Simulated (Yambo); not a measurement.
A free-standing MoS$_{2}$ monolayer (symmetry P-6m2, slab cell 16.1 Å high), G0W0@LDA in Yambo (9×9×1 mesh, plasmon pole; 6 Ry block, no terminator). The number N of bands in W and G is varied.

```tsv
N	x = 1/N	gap K → K (eV)	shift of the valence edge (eV)
32	0.03125	2.797	0.784
45	0.02222	2.806	0.617
62	0.01613	2.788	0.464
79	0.01266	?	?
```

Basis-set arguments suggest E = E∞ + A x. Fix A and E∞ from the two rows above the withheld one, predict the row at 79 bands, and test the form.

Gap: A = (2.788 − (2.806))/(0.01613 − 0.02222) = 2.96, E∞ = 2.740 eV, so 2.778 eV is predicted; the run gave 2.774 eV (miss 4 meV). The first two rows have slope -1.00, so the form doesn't hold yet over the whole range. Shift: A = (0.464 − (0.617))/(0.01613 − 0.02222) = 25.1, E∞ = 0.059 eV, so 0.377 eV is predicted; the run gave 0.339 eV (miss 38 meV). The first two rows have slope 18.5, so the form doesn't hold yet over the whole range. The other settings are held fixed.

Spin-orbit coupling is not included.

Geometry relaxed with LDA; primitive cell a = b = 3.1203 Å, c = 16.1000 Å, α = β = 90.00°, γ = 120.00°.

A shift is the quasiparticle energy of the state minus its LDA energy.
